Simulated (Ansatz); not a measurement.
SiC:
```
SiC
1.0
    3.07761     0.00000     0.00000
   -1.53880     2.66529     0.00000
    0.00000     0.00000    10.07629
Si C
4 4
Direct
  0.00000   0.00000   0.00030
  0.00000   0.00000   0.50030
  0.66667   0.33333   0.75025
  0.33333   0.66667   0.25025
  0.00000   0.00000   0.81287
  0.00000   0.00000   0.31287
  0.66667   0.33333   0.56221
  0.33333   0.66667   0.06221
```

Relaxed with r²SCAN.

Map the valence electron density (e/Å³), cut off at 0.9 on the plane through (0.000, 0.000, 0.000) spanned by u = [0, 0, 1] and v = [1, -1, 0] in lattice vectors, from plane-wave PAW r²SCAN (Ansatz code).

x is the fraction of u, y of v (the angle between them is 90°; rows are the nearest grid lines); atoms in the plane: Si at (0.00, 0.00), Si at (0.50, 0.00), Si at (0.75, 0.67), Si at (0.25, 0.33), C at (0.81, 0.00), C at (0.31, 0.00), C at (0.56, 0.67), C at (0.06, 0.33).
```
|  .:.   :+@@@@@@@#-  .:.   :+@@@@@@@#-  |
|  ::.   :+@@@@@@@#-..::..  :+@@@@@@@#-. |
|.:-:..  :=@@@@@@#+-:-=-:. .:=@@@@@@#+-..|
|:--:.   .:=*#*+--:-=%%*=::.:=#@@@*=-::::|
|:::..   ..:-=-::..:=@@@*=-:-=*%%*=::...:|
|....     ..::..  .:=@@@@#+=--=**+-..  ..|
| .         ..     :=@@@@@#+-::-=-:.     |
|                  :+@@@@@@#-. .:::.     |
|                  :+@@@@@@#-   .:.      |
|...        .      .=@@@@@#+-..:--..    .|
|.::..    .....    .-@@@@*==-::--:..   ..|
|:-=-::....:::..   .:*#*+-:::::--:.   ..:|
|=*#*+-:::::--:.   ..-=-::....:::..   .:=|
|*@@@@*==-::--:..   .::..    .....    .-*|
|@@@@@@#+-..:--..    ..        .      .=@|
|@@@@@@@#-   .:.                      :+@|
|@@@@@@@#-. .:::.                     :+@|
|@@@@@@#+-::-=-:.    .         ..     :=@|
|%@@@@#+=--=**+-..  ....     ..::..  .:=%|
|#@@@*=-:-=*%%*=::...::..   ..:-=-::..:=#|
|*%%*=::.:=#@@@*=-:::--:.   .:=*#*+--:-=*|
|:-=-:. .:=@@@@@@#+-.:-:..  :=@@@@@@#+-::|
| .::..  :+@@@@@@@#-. ::.   :+@@@@@@@#-. |
|  .:.   :+@@@@@@@#-  .:.   :+@@@@@@@#-  |
```
Scale: ten equal steps from 0.042 (start of ' ') to 0.900 (end of '@'), in the order ' .:-=+*#%@'; x runs from 0.000 to 1.00, y from 0.000 (bottom) to 1.00 (top).

The density is the valence pseudo-density with augmentation charge, so density and ELF within about 1 Å of a nucleus are not all-electron values.

Space group P6_3mc (4H polytype). The r²SCAN relaxation kept the symmetry of its start.

Potentials: the later of the program's two PAW sets.
